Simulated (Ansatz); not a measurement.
Relaxed-ion elastic tensor of Cs2YAgCl6 in space group Fm-3m (No. 225; Cs on 8c, Y on 4b, Ag on 4a, Cl on 24e) in GPa (Voigt order), the program Ansatz at the PBEsol level (PAW); density 3.79 g/cm³, 29.55 Å³ per atom.

```
      1     2     3    4    5    6
-  ----  ----  ----  ---  ---  ---
1  44.5  22.2  22.2  0.0  0.0  0.0
2  22.2  44.5  22.2  0.0  0.0  0.0
3  22.2  22.2  44.5  0.0  0.0  0.0
4   0.0   0.0   0.0  9.0  0.0  0.0
5   0.0   0.0   0.0  0.0  9.0  0.0
6   0.0   0.0   0.0  0.0  0.0  9.0
```

**Question.** Is the crystal mechanically stable?

**Answer.** Yes: the smallest eigenvalue of C is 9.0 GPa.

**Question.** Work out the Voigt, Reuss and Hill averages.

**Answer.** K_V = 29.6, K_R = 29.6, K_H = 29.6; G_V = 9.8, G_R = 9.7, G_H = 9.8 GPa.

**Question.** Give Young's modulus, Poisson's ratio, Pugh's ratio and the universal anisotropy index.

**Answer.** E = 9KG/(3K + G) = 26.5 GPa; ν = 0.35; K/G = 3.03 (ductile by the Pugh limit of 1.75); A_U = 5G_V/G_R + K_V/K_R − 6 = 0.05.

**Question.** Estimate the sound speeds and the Debye temperature.

**Answer.** v_l = √((K + 4G/3)/ρ) = 3350 m/s, v_t = √(G/ρ) = 1610 m/s, mean 1810 m/s; Θ = (h/k)(3n/4πV)^(1/3) v_m = 174 K.

**Question.** Give the Zener ratio and Young's modulus along [100], [110] and [111].

**Answer.** A = 2C44/(C11 − C12) = 0.81; 1/E = S11 − 2(S11 − S12 − S44/2)Γ with Γ = 0, 1/4, 1/3 gives 29.6, 25.6, 24.5 GPa.

**Question.** Solve the Christoffel equation for the three sound speeds along [100], [110], [111].

**Answer.** Eigenvalues of C_ijkl n_j n_l equal ρv². In km/s, slowest first: [100] 1.54, 1.54, 3.42; [110] 1.54, 1.71, 3.34; [111] 1.66, 1.66, 3.31.

The workflow started from a Materials Project entry (that database holds measured and hypothetical structures alike); the Crystallography Open Database copy checked does not list it. Whether it is the stable phase at ambient conditions was not checked. Symmetry was held in the PBEsol relaxation; its stability against distortions is not shown here. The run is not spin-polarised. Spin–orbit coupling is left out wherever it is not named.

Potentials: the later of the program's two PAW sets.
